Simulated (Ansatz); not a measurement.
**TlPt: pressure against volume**

TlPt, P6/mmm, a = 6.587 Å, c = 3.981 Å. The structure is a COD entry; whether it is the stable form wasn't checked. Ansatz: PBE, PAW, 420 eV, Γ-centred 6×6×8 mesh on 6 atoms, Gaussian smearing 0.10 eV; no spin polarisation. Shape and atoms are relaxed at each volume; pressure is positive in compression.

| V (Å³/atom) | P (GPa) |
| --- | --- |
| 23.435 | ? |
| 24.183 | 1.40 |
| 24.931 | 0.02 |
| 25.679 | -1.19 |
| 26.427 | -1.25 |

**Question.** Take V0 = 24.931 Å³/atom, count pressures from its P0 = 0.02 GPa, fit the third-order Birch–Murnaghan form to the other rows, and predict the missing pressure.

**Answer.** With the Eulerian strain f = ½[(V0/V)^(2/3) − 1] and y = (P − P0)/[3f(1 + 2f)^(5/2)], the form is the line y = B0 + 1.5 B0 (B0′ − 4) f. Rows (f, y): 0.01026, 42.6; -0.00976, 43.4; -0.01905, 24.5. Means f = -0.006183, y = 36.833; Σ(Δf)² = 0.0004487, ΣΔfΔy = 0.2300; the slope is their ratio. y = 40.00 + 512.6 f GPa, so B0 = 40.0 GPa and B0′ = 4 + 2 × (512.6)/(3 × 40.00) = 12.54. At V = 23.435, f = 0.02106, y = 50.80 and P = 3.58 GPa. The run gave 3.32 GPa, so the fit is 0.26 GPa too high, within twice the rms miss on the fitted rows (0.22 GPa): the form describes this series only roughly. A B0′ outside 2 to 8 is unusual except in layered or molecular crystals, and here it hangs on few rows.

Spin–orbit coupling is left out, which can shift energies with elements as heavy as these.